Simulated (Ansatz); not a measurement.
Consider the following.

Relaxed GaN (wurtzite):

```
GaN
1.0
    6.43675     0.00000     0.00000
   -1.60919     2.78720     0.00000
    0.00000     0.00000     5.24320
Ga N
4 4
Cartesian
  1.60919   0.92907   0.00505
  4.82756   0.92907   0.00505
  0.00000   1.85813   2.62665
  3.21838   1.85813   2.62665
  1.60919   0.92907   3.27300
  4.82756   0.92907   3.27300
  0.00000   1.85813   0.65140
  3.21838   1.85813   0.65140
```

The atoms are displaced by Q × the pattern below (from a DFPT mode at M = (0.5, 0.0, 0.0), largest move 1; Q in Å), at fixed cell. (q is in reciprocal vectors of the primitive cell; the cell shown is doubled to hold the pattern.)

```json
[
 {"atom": "Ga1", "x": "-0.049", "y": "-0.028", "z": "-0.059"},
 {"atom": "Ga2", "x": "0.049", "y": "0.028", "z": "0.059"},
 {"atom": "Ga3", "x": "0.049", "y": "0.028", "z": "-0.059"},
 {"atom": "Ga4", "x": "-0.049", "y": "-0.028", "z": "0.059"},
 {"atom": "N5", "x": "0.859", "y": "0.496", "z": "0.129"},
 {"atom": "N6", "x": "-0.859", "y": "-0.496", "z": "-0.129"},
 {"atom": "N7", "x": "-0.859", "y": "-0.496", "z": "0.129"},
 {"atom": "N8", "x": "0.859", "y": "0.496", "z": "-0.129"}
]
```

These are PBE (plane waves to 420 eV, PAW, scalar-relativistic; Ansatz, a program for electronic structure) values and carry that method's errors. k mesh 6×12×6 (Γ-centred), Fermi-Dirac smearing 0.05 eV. E stands for the smeared free energy. GaN was relaxed with its symmetry unable to fall. ΔE is measured from the undisplaced structure.

The scan covers Q from -0.100 to 0.100 Å in 13 points.

Task: Which space group does the distorted structure have?

Result: Pmn2_1 (No. 31), lowered from P6_3mc.

Task: What is the energy change at Q = 0.100 Å?

Result: 437 meV/cell.

Task: What harmonic wavenumber does the curvature at Q = 0 give?

Result: 639 cm⁻¹.

(A displaced cell: forces are minus the slopes of the energy, force constants its curvatures, and phonons follow from these.)
